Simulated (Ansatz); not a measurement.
Ansatz (an electronic-structure program) input:

Ansatz 0.2 input:
```yaml
crystal:
  lattice:
    - [-3.6651469303, 3.6651469303, 2.0698478892]
    - [3.6651469303, -3.6651469303, 2.0698478892]
    - [3.6651469303, 3.6651469303, -2.0698478892]
  atoms:
    - { symbol: Ti, position: [0.0, 0.0, 0.0] }
    - { symbol: Be, position: [0.0, 0.0, 0.5] }
    - { symbol: Be, position: [0.0, 0.5, 0.0] }
    - { symbol: Be, position: [0.5, 0.5, 0.5] }
    - { symbol: Be, position: [0.5, 0.0, 0.0] }
    - { symbol: Be, position: [0.3513904711, 0.0, 0.3513904711] }
    - { symbol: Be, position: [0.6486095289, 0.0, 0.6486095289] }
    - { symbol: Be, position: [0.0, 0.6486095289, 0.6486095289] }
    - { symbol: Be, position: [0.0, 0.3513904711, 0.3513904711] }
    - { symbol: Be, position: [0.2829007298, 0.5, 0.7829007298] }
    - { symbol: Be, position: [0.7170992702, 0.5, 0.2170992702] }
    - { symbol: Be, position: [0.5, 0.7170992702, 0.2170992702] }
    - { symbol: Be, position: [0.5, 0.2829007298, 0.7829007298] }
kpoints:
  mp_grid: { grid: [11, 11, 11] }
hamiltonian:
  xc: r2scan
  pseudopotentials: { kind: paw }
scf:
  occupations: { method: gaussian, width: 0.1 }
checkpoint: { read: metal.run }
output: { write_density: true, elf: true, volumetric_format: npy }
basis: { fft_grid_basis: typed }
```

Output (shortened):

```
Pseudopotential: Ti, paw, valence charge 12
Pseudopotential: Be, paw, valence charge 2
Functional definition: r2SCAN
Crystal: 13 atoms, lattice volume = 111.220 Å³
Basis set: ecut = 500 eV, 2811 PW (Γ), exchange–correlation on 180×180×180 points (64 copies of the dense FFT grid, shifted against one another)
Bands: 44, of which v1, the nominal top of the filled ones, is band 18 counted from 1 (17 counted from 0)
Symmetry: 16 space group operations
Space group: I4/mmm (ITA 139), of the structure as read, at distance tolerance 4.8e-5 Å
k-points: 126 of 1331
Stability of the state it starts from, as read at its close in the unpolarized treatment …
iter 1 solved again at ethr=1.17e-6 eV; its pass at ethr=3.10e-3 eV (dr2=4.20e-4 eV) is discarded
SCF iter   1: F=—  HF=-3626.460174 eV  |F-HF|=—  |Δ(HF+E_count)|=         —  Δρ=3.92e-7  dr2=9.17e-11  dr2_τ=7.71e-12  ethr=1.17e-6  ⟨swp⟩=3.3  Hψ=42484  notcnv=0
preconditioner: auto → Kerker (q_TF=auto, 2.261 Å⁻¹)
SCF iter   2: F=—  HF=-3626.460178 eV  |F-HF|=—  |Δ(HF+E_count)|=   3.96e-6  Δρ=3.17e-7  dr2=1.12e-10  dr2_τ=9.41e-12  ethr=1.00e-12  ⟨swp⟩=8.5  Hψ=21054  notcnv=0
SCF iter   3: F=-3626.460178 eV  HF=-3626.460178 eV  |F-HF|=1.18e-11  |Δ(HF+E_count)|=  1.32e-11  Δρ=1.58e-7  dr2=2.82e-11  dr2_τ=5.28e-13  ethr=1.00e-12  ⟨swp⟩=1.0  Hψ=11638  notcnv=0
SCF 1 converged in 3 iterations: F = -3626.460178 eV  dr2 = 2.82e-11
SCF converged after 3 iterations
Free energy (F): -3626.460178 eV
Harris-Foulkes:  -3626.460178 eV  (|F-HF|=1.18e-11)
Internal energy: -3626.444776 eV  (E = F + TS)
E sigma→0 (E₀):  -3626.452477 eV
Entropy (-TS):   -0.015402 eV (-1.185 meV/atom)
Fermi energy:    8.477527 eV
--- Per-component energies (eV) ---
  E_band       = -141.001180
  E_kinetic    = 523.006385
  E_local      = -1240.816774  (includes V_loc(G=0)·N_el)
  E_nonlocal   = 59.118755
  E_hartree    = 547.995185
  E_xc         = -321.570606
  E_vxc        = -401.636397  (∫ρ·V_xc dr)
  E_paw        = -1787.914361  (= ΣΔE_a)
  E_vpaw       = -196.207546  (= ΣTr[D̂ρ^β])
  E_aug_tail   = 0.000085  (compensation charges beyond the density's cutoff)
  E_vtau       = 19.543932  (kinetic-family band-sum trace: ∫τ·v_τ [+ j·A + Jᵃ·Aᵃ] dr)
  E_ewald      = -1405.865661
  E_core_change = -0.397782  (= ΣΔE_core)
  E_smearing   = -0.015402  (= −TS)
  E_closure    =  0.000000  (closes the sum)
  Σ components = -3626.460178   (vs F -3626.460178, Δ=0.00e0)
  [band-id]    e_kinetic+e_local+e_nonlocal+2·e_hartree+e_vxc+e_vpaw+e_augmentation_tail+e_vtau = -141.001191   (vs E_band -141.001180, Δ=-1.12e-5)
--- Band table (eV; the first three rows and the last of 126) ---
  k-point 0: bands = ["-50.5552", "-25.7949", "-25.7567", "-25.7567", "-2.5516", "1.1824", "2.0286", "2.0286", "2.6395", "4.9539", "4.9539", "5.2284", "5.7752", "5.7752", "6.2376", "6.2376", "6.4483", "6.5727", "7.2273", "8.6733", "10.4319", "11.3095", …
  k-point 1: bands = ["-50.5552", "-25.7949", "-25.7567", "-25.7567", "-2.5140", "0.9357", "1.9366", "2.0530", "3.0700", "4.7896", "4.7993", "5.1100", "5.6985", "5.7022", "6.2244", "6.4256", "6.6284", "6.8374", "7.2291", "8.7088", "10.4422", "11.2266", …
  k-point 2: bands = ["-50.5552", "-25.7949", "-25.7567", "-25.7567", "-2.4016", "0.4080", "1.9800", "2.1248", "3.8209", "4.4265", "4.4449", "4.8919", "5.5440", "5.6196", "6.1902", "6.8505", "6.9966", "7.2336", "7.3636", "8.8083", "10.4243", "10.9775", …
  k-point 125: bands = ["-50.5552", "-25.7948", "-25.7567", "-25.7567", "-0.8442", "-0.3783", "-0.2791", "0.6841", "4.2096", "4.5731", "5.0351", "5.9799", "6.3331", "6.4949", "6.5115", "6.9612", "7.0726", "9.3121", "9.3929", "10.5015", "10.7889", "11.2261", …
```

Cost: very roughly 40 core-seconds on shared cores.

The workflow started from a Materials Project entry (that database holds measured and hypothetical structures alike); the Crystallography Open Database copy checked does not list it. Its standing as an ambient phase is unchecked. The r²SCAN relaxation kept the symmetry of its start; whether a distortion lowers the energy is not shown. The run is not spin-polarised.

Potentials: the later of the program's two PAW sets.

Ansatz is a plane-wave DFT program.
